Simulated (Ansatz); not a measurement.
Data sheet: Ga$_{2}$O$_{3}$ (DFT)

Ga$_{2}$O$_{3}$:
```xyz
5
Lattice="2.9911 0.0000 0.0000 -1.4956 2.5904 0.0000 0.0000 0.0000 6.8406" Properties=species:S:1:pos:R:3 pbc="T T T"
Ga     0.0000     1.7269     1.3963
Ga     1.4956     0.8635     5.4443
O      0.0000     0.0000     0.0000
O      0.0000     1.7269     4.7298
O      1.4956     0.8635     2.1108
```

Space group P-3m1 (No. 164), La2O3 or Ni2Al3 type; conventional cell a = 2.9911 Å, b = 2.9911 Å, c = 6.8406 Å, α = 90.00°, β = 90.00°, γ = 120.00°.

Method: r²SCAN in the plane-wave PAW code Ansatz. Geometry: relaxed at this level of theory. Other levels are named where they apply.

### Cell and energy

```
Item                                                           Value
-----------------------------------------------------  -------------
Volume per atom                                             10.60 Å³
Density                                                   5.87 g/cm³
Formation energy from the elements (no fitted shifts)  -1.88 eV/atom
```

### Electronic structure

```
Property                                                                           Value
------------------------------------------------  --------------------------------------
Band gap                                                                3.13 eV (direct)
Valence-band maximum                                                                at Γ
Conduction-band minimum                                                             at Γ
Electron effective mass                           0.27, 0.27, 0.35 mₑ (principal values)
Electron effective mass with spin–orbit coupling  0.27, 0.27, 0.35 mₑ (principal values)
Hole effective mass                                                    0.33 along z (mₑ)
Hole effective mass with spin–orbit coupling                           0.33 along z (mₑ)
HSE06 gap on the r²SCAN cell                                                     4.18 eV
Gap with spin–orbit coupling                                                     3.13 eV
```

### Mechanics

```
Quantity                                                                                              Value
-------------------------------------  --------------------------------------------------------------------
Elastic constants (relaxed ions, GPa)  C11 = 275, C12 = 239, C13 = 27.5, C14 = 29.9, C33 = 44.8, C44 = 24.8
Mechanical stability                                                 unstable (C has a negative eigenvalue)
```

### Charges

```
Item                                  Value
-------------  ----------------------------
Bader charges  Ga +1.97, O -1.39 to -1.28 e
```

A made-up cell: these elements were put on the sites of a structure type; neither database checked (COD, Materials Project) lists it. It is not the phase usual at ambient conditions (space group No. 12, 167). The cell was relaxed with r²SCAN under the symmetry of its start. The references are the lowest solids computed at this level, not always the standard phases (solids in place of the gases). Scalar-relativistic: spin–orbit coupling is off unless named, which matters more the heavier the elements.

Potentials: the earlier of the program's two PAW sets.
